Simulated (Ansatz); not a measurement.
Sr (fcc type) under strong compression

```
Sr
1.0
     0.00000    3.01914    3.01914
     3.01914    0.00000    3.01914
     3.01914    3.01914    0.00000
Sr
1
Direct
  0.00000 0.00000 0.00000
```

The base cell comes from a relaxation on PAW files under the same functional.

Its volume is scaled at fixed shape and fractional positions.

Computed with Ansatz 0.2.0; functional PBE, scalar-relativistic. Settings: a Γ-centred 12×12×12 k mesh, Fermi–Dirac smearing of 0.08 eV, no spin polarisation. Methods: LAPW: all electrons, basis error target 1 meV/atom; PAW: frozen-core files, cutoff 420 eV; crystal datasets: all electrons, by PAW datasets that the program makes for each cell; norm-conserving: pseudopotentials, cutoff 925 eV; PAW (core large): files with a larger core, cutoff 420 eV.

Energies are extrapolated to zero smearing and count from the unscaled cell; pressure is positive in compression; gaps take the mesh and a band path. No temperature or zero-point motion is included.

The structure type is held throughout; the real material can change phase at far lower pressure.

```json
{"V/V0": "1.00", "V (Å³/atom)": "55.04", "P LAPW (GPa)": "-0.01", "ΔE LAPW (eV/atom)": "0.000", "P PAW − LAPW (GPa)": "0.00", "ΔE PAW − LAPW (meV/atom)": "0.0"}
{"V/V0": "0.92", "V (Å³/atom)": "50.64", "P LAPW (GPa)": "1.10", "ΔE LAPW (eV/atom)": "0.013", "P PAW − LAPW (GPa)": "0.00", "ΔE PAW − LAPW (meV/atom)": "0.0"}
{"V/V0": "0.84", "V (Å³/atom)": "46.23", "P LAPW (GPa)": "2.69", "ΔE LAPW (eV/atom)": "0.062", "P PAW − LAPW (GPa)": "0.00", "ΔE PAW − LAPW (meV/atom)": "0.1"}
{"V/V0": "0.76", "V (Å³/atom)": "41.83", "P LAPW (GPa)": "?", "ΔE LAPW (eV/atom)": "?", "P PAW − LAPW (GPa)": "?", "ΔE PAW − LAPW (meV/atom)": "?"}
{"V/V0": "0.68", "V (Å³/atom)": "37.43", "P LAPW (GPa)": "8.22", "ΔE LAPW (eV/atom)": "0.344", "P PAW − LAPW (GPa)": "0.00", "ΔE PAW − LAPW (meV/atom)": "0.0"}
{"V/V0": "0.60", "V (Å³/atom)": "33.02", "P LAPW (GPa)": "12.98", "ΔE LAPW (eV/atom)": "0.630", "P PAW − LAPW (GPa)": "0.00", "ΔE PAW − LAPW (meV/atom)": "0.0"}
{"V/V0": "0.52", "V (Å³/atom)": "28.62", "P LAPW (GPa)": "19.82", "ΔE LAPW (eV/atom)": "1.075", "P PAW − LAPW (GPa)": "0.00", "ΔE PAW − LAPW (meV/atom)": "0.1"}
{"V/V0": "0.45", "V (Å³/atom)": "24.77", "P LAPW (GPa)": "28.7", "ΔE LAPW (eV/atom)": "1.655", "P PAW − LAPW (GPa)": "0.00", "ΔE PAW − LAPW (meV/atom)": "0.1"}
```

Question: Fit the Vinet equation to the LAPW pressures shown (residuals weighted by 1/(|P| + 0.03·Pmax)), and predict the pressure of the withheld row.

Answer: The fit gives V0 = 54.96 Å³/atom, B0 = 12.2 GPa and B0′ = 3.00. At 41.83 Å³/atom, x = (V/V0)^(1/3) = 0.9130, and P = 3·B0·(1 − x)/x²·exp[1.5·(B0′ − 1)·(1 − x)] = 4.94 GPa. The run itself gave 4.98 GPa (-0.8 % off) and ΔE = 0.165 eV/atom.

Question: At the smallest volume, how far do crystal datasets and norm-conserving and PAW (core large) lie from LAPW in pressure?

Answer: crystal datasets: 0.00 GPa; norm-conserving: +0.03 GPa; PAW (core large): 0.00 GPa, on a LAPW pressure of 28.7 GPa.
